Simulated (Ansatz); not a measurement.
MnPt3:
```
MnPt3
1.0
    3.90918     0.00000     0.00000
    0.00000     3.90918     0.00000
    0.00000     0.00000     3.90918
Mn Pt
1 3
Direct
  0.00000   0.00000   0.00000
  0.00000   0.50000   0.50000
  0.50000   0.00000   0.50000
  0.50000   0.50000   0.00000
```
Starting moments (μB, in the order of the atoms Mn Pt Pt Pt): 4.1 0.2 0.2 0.2.

Relaxed with r²SCAN.

Question: Tabulate the valence density and the electron localisation function along the shortest Mn–Pt contact (2.76 Å), plane-wave PAW r²SCAN (Ansatz code).

Answer: 

```csv
distance from Mn (Å),density (e/Å³),ELF
0.28,18.55,0.84
0.41,10.85,0.74
0.55,5.19,0.60
0.69,2.13,0.42
0.83,0.85,0.24
0.97,0.41,0.14
1.11,0.29,0.14
1.24,0.27,0.21
1.38,0.30,0.28
1.52,0.39,0.32
1.66,0.58,0.34
1.80,0.99,0.41
1.93,1.98,0.51
2.07,3.79,0.60
2.21,6.20,0.66
2.35,8.62,0.68
2.49,10.47,0.68
```

The density is the valence pseudo-density with augmentation charge, so density and ELF within about 1 Å of a nucleus are not all-electron values.

Space group Pm-3m (Cu3Au type). The workflow started from an entry of the Crystallography Open Database (COD). Whether it is the stable phase at ambient conditions was not checked. The r²SCAN relaxation kept the symmetry of its start; its stability against distortions is not shown here. Magnetic state: ferromagnetic, the only order run, not a proven ground state. Other orbital occupations within this spin state were not tried. For itinerant 3d metals, meta-GGAs of the SCAN family and hybrids are commonly reported to give too large moments. Spin–orbit coupling is left out wherever it is not named.

Potentials: the later of the program's two PAW sets.
